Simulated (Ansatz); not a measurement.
As (diamond, Fd-3m) under volume change, plane-wave PAW r²SCAN (Ansatz code), scaled uniformly.

| V (Å³/atom) | E − E(relaxed) (meV/atom) | P (GPa) |
|---|---|---|
| 25.272 | 37.8 | 5.34 |
| 26.105 | 15.8 | 3.21 |
| 26.938 | 3.7 | 1.47 |
| 27.771 | 0.0 | 0.00 |
| 28.604 | 3.6 | -1.37 |
| 29.438 | 14.1 | -2.65 |
| 30.271 | 30.7 | -3.68 |

### Question
What does a third-order Birch–Murnaghan fit give for V₀, B₀ and B′?

### Answer
V₀ = 27.74 Å³/atom, B₀ = 48.7 GPa, B′ = 3.4.

The start of the workflow was typed in or built on a structure type; neither database checked (COD, Materials Project) lists it. It is not the phase usual at ambient conditions (space group No. 166). The cell was relaxed with r²SCAN under the symmetry of its start. At this level the phase is mechanically unstable.

Potentials: the later of the program's two PAW sets.
